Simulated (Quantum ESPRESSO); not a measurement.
**Kohn-Sham bands of HgTe (P3₂21)**

```
HgTe
1.0
    4.66293     0.00000     0.00000
   -2.33147     4.03822     0.00000
    0.00000     0.00000    10.40800
Hg Te
3 3
Direct
  0.68832   0.68832   0.00000
  0.31168   0.00000   0.66667
  0.00000   0.31168   0.33333
  0.51372   0.51372   0.50000
  0.48628   0.00000   0.16667
  0.00000   0.48628   0.83333
```

Materials Project entry mp-1071269; symmetrised, unrelaxed at this level. Not found in the COD (Crystallography Open Database) copy used, which has the formula in other groups; not checked further. Method: PBEsol plane waves in Quantum ESPRESSO 7.5 (PseudoDojo norm-conserving files, 66 Ry, no spin polarisation, no spin-orbit coupling), Bloch states on a 4×4×4 mesh through Γ, Wannier90 4.0.1. Density: 12×12×4 mesh, Gaussian smearing 0.01 Ry. The cell is built of weakly bound layers, chains or molecules. Database cells relaxed without dispersion often hold them too far apart, which can enlarge gaps and weakens couplings between them; spacing and stacking were not compared with the measured crystal. Spin-orbit coupling is left out although heavy elements are present.

Task: List the Kohn-Sham levels between −8 and 3.6 eV relative to the valence-band maximum at the high-symmetry points, as a band run of pw.x on that density gives them (levels within 2 meV counted together).

Result: 
```tsv
point	k (reciprocal lattice)	levels (eV)
Γ	0.000 0.000 0.000	-7.24 (×2), -6.98, -6.94 (×2), -6.79, -6.72, -6.71 (×2), -6.52 (×2), -6.48, -6.45 (×2), -6.42, -4.51 (×2), -1.88, -1.65, -1.24 (×2), -0.19, -0.17 (×2), 0.64, 2.13 (×2), 3.05 (×2)
M	0.500 0.000 0.000	-7.23, -7.19, -6.96, -6.82 (×2), -6.79, -6.65, -6.64, -6.60, -6.48, -6.48, -6.46, -6.40, -6.38, -6.02, -5.00, -4.88, -3.65, -3.37, -2.35, -2.02, -1.31, -1.04, -0.86, 0.70, 1.56, 1.75, 2.56
K	0.333 0.333 0.000	-7.24 (×2), -6.83 (×2), -6.79, -6.74, -6.65 (×2), -6.50, -6.49 (×2), -6.41, -6.38 (×2), -6.16, -4.61 (×3), -3.37, -2.69 (×2), -1.34, -0.97 (×2), 0.88, 1.54 (×2)
A	0.000 0.000 0.500	-7.60, -7.04 (×2), -6.90, -6.80 (×2), -6.79, -6.70 (×2), -6.51 (×2), -6.49, -6.49, -6.42 (×2), -4.93, -3.21 (×2), -1.30, -1.26 (×2), -0.26 (×2), 0.00, 1.44 (×2), 2.04, 2.63
L	0.500 0.000 0.500	-7.49, -6.98, -6.88, -6.85, -6.78, -6.70, -6.64, -6.64, -6.62, -6.48, -6.47, -6.42, -6.40, -6.31, -6.30, -5.14, -4.63, -3.95, -2.93, -2.32, -2.02, -1.92, -1.04, -0.77, 1.00, 1.57, 2.30, 2.63
H	0.333 0.333 0.500	-7.49, -6.85 (×2), -6.80, -6.73 (×2), -6.71, -6.63 (×2), -6.46, -6.44 (×2), -6.41, -6.33 (×2), -4.83, -4.53 (×2), -2.64 (×2), -2.25 (×2), -2.02, -0.92, 1.73, 2.18 (×2)
```
